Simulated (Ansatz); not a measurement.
## From three elastic constants to directional properties of Cu3Pd

Method: DFT LDA, scalar-relativistic, plane waves, PAW in Ansatz. Settings: 420 eV plane-wave cutoff, Γ-centred 12×12×12 mesh, Fermi-Dirac smearing of 0.15 eV. No spin polarisation.

The cell, relaxed at this level:
```
Cu Pd
1.0
     3.61274    0.00000    0.00000
     0.00000    3.61274    0.00000
     0.00000    0.00000    3.61274
Cu Pd
3 1
Direct
  0.00000 0.50000 0.50000
  0.50000 0.00000 0.50000
  0.50000 0.50000 0.00000
  0.00000 0.00000 0.00000
```

In a metal, frequencies and elastic constants depend on the k mesh and the smearing, soft modes and shear constants most.

With ions relaxed, on the cubic axes: C11 = 244.8, C12 = 174.7, C44 = 96.5 GPa. The density is 10.461 g/cm³.

Question: Is the crystal stable against strain, and how anisotropic is it?

Answer: Born's conditions hold: C11 + 2C12 = 594.3, C11 − C12 = 70.1 and C44 = 96.5 GPa are all positive. B = (C11 + 2C12)/3 = 198.1 GPa. The two shear moduli are C44 and C′ = (C11 − C12)/2 = 35.1 GPa, so Zener's ratio is A = C44/C′ = 2.75: the tetragonal shear C′ is the soft one, as in many fcc and bcc metals and zincblende crystals. The Cauchy pressure C12 − C44 is 78.2 GPa; it would vanish for pair forces between atoms on inversion centres at zero pressure, and a positive value is usual with metallic or many-body binding, and where atoms off inversion centres relax under shear, which lowers C44.

Question: Give the sound speeds along the three symmetry directions.

Answer: The Christoffel equation gives ρv² for each branch:
```
direction branch                    ρv²    GPa v (m/s)
    [100]              L                    C11  244.8     4838
    [100]         T (×2) C44   96.5     3038
    [110]              L   (C11 + C12 + 2C44)/2  306.3     5411
    [110]   T, u ∥ [001]                    C44   96.5     3038
    [110]  T, u ∥ [1-10]          (C11 − C12)/2   35.1     1831
    [111]              L  (C11 + 2C12 + 4C44)/3  326.8     5589
    [111]         T (×2) (C11 − C12 + C44)/3   55.6     2305
```

Question: How does Young's modulus depend on direction?

Answer: Inverting gives S11 = 10.067, S12 = -4.192, S44 = 10.358 TPa⁻¹. Along a unit vector (l, m, n), 1/E = S11 − 2(S11 − S12 − S44/2)(l²m² + m²n² + n²l²), where the last bracket is 0, 1/4 and 1/3 for [100], [110] and [111]: E = 99, 181 and 249 GPa. With A > 1 the body diagonal is stiffest. For a film on (001), the biaxial modulus is C11 + C12 − 2C12²/C11 = 170 GPa and the normal strain is −2C12/C11 = -1.43 times the in-plane one.

Cost: 2 runs of about 7.3 core-minutes in all, on Arm Neoverse V2 (shared hosts).